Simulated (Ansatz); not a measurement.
CdPd under pressure

The calculation used DFT LDA, scalar-relativistic, plane waves, PAW in Ansatz. Settings: 420 eV plane-wave cutoff, Γ-centred 14×14×12 mesh, Fermi-Dirac smearing of 0.15 eV. No spin polarisation. Phonons by linear response, acoustic sum rule imposed.

The cell, relaxed at this level:
```
Cd Pd
1.0
     2.96888    0.00000    0.00000
     0.00000    2.96888    0.00000
     0.00000    0.00000    3.61364
Cd Pd
1 1
Direct
  0.00000 0.00000 0.00000
  0.50000 0.50000 0.50000
```

In a metal, frequencies and elastic constants depend on the k mesh and the smearing, soft modes and shear constants most.

Optical modes at Γ (cm⁻¹) at zero pressure: 156, 194.

Problem. Under hydrostatic pressure the same modes lie at 200, 256 cm⁻¹. What is the pressure, and how much has the cell shrunk?

Solution. 25 GPa; the volume is 11.1 % smaller.